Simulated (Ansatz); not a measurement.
BeTe:
```yaml
crystal:
  lattice:
    - [0.00000, 2.82856, 2.82856]
    - [2.82856, 0.00000, 2.82856]
    - [2.82856, 2.82856, 0.00000]
  atoms:
    - { symbol: Te, position: [0.75000, 0.75000, 0.75000] }
    - { symbol: Be, position: [0.00000, 0.00000, 0.00000] }
```

Relaxed with r²SCAN.

**Question.** Map the electron localisation function on the plane through (0.750, 0.750, 0.750) spanned by u = [1, 0, 0] and v = [-1, 1, 1] in lattice vectors, from the program Ansatz at the r²SCAN level (PAW).

**Answer.** x is the fraction of u, y of v (the angle between them is 90°; rows are the nearest grid lines); atoms in the plane: Te at (0.00, 0.00), Be at (0.50, 0.25).
```
|   :=*##*-:-*##*=:   |
|   :=+**=:.:=**+=:   |
|  .=++**-. .-**++=.  |
|==++**+-.   .-+**++==|
|++***+=:     :=+***++|
|*****=:.     .:=*****|
|#**+=:.       .:=+**#|
|:::.             .:::|
|.                   .|
|                     |
|                     |
|        .....        |
|      .::---::.      |
|     ..:-----:..     |
|     .::-----::.     |
|.......:.....:.......|
|:::::::.     .:::::::|
|######+:     :+######|
|*##%@@%+.   .+%@@%##*|
|+**%@@@%=   =%@@@%**+|
|==+*%@@@#-.-#@@@%*++=|
|  .=*#@@#+-+#@@#*=.  |
|   :+*%%*=-=*%%*+:   |
|   :=*##*-:-*##*=:   |
```
Scale: ten equal steps from 0.000 (start of ' ') to 0.900 (end of '@'), in the order ' .:-=+*#%@'; x runs from 0.000 to 1.00, y from 0.000 (bottom) to 1.00 (top).

The density is the valence pseudo-density with augmentation charge, so density and ELF within about 1 Å of a nucleus are not all-electron values.

Space group F-43m (zinc blende). Symmetry was held in the r²SCAN relaxation. Spin–orbit coupling is left out wherever it is not named.

Potentials: the later of the program's two PAW sets.
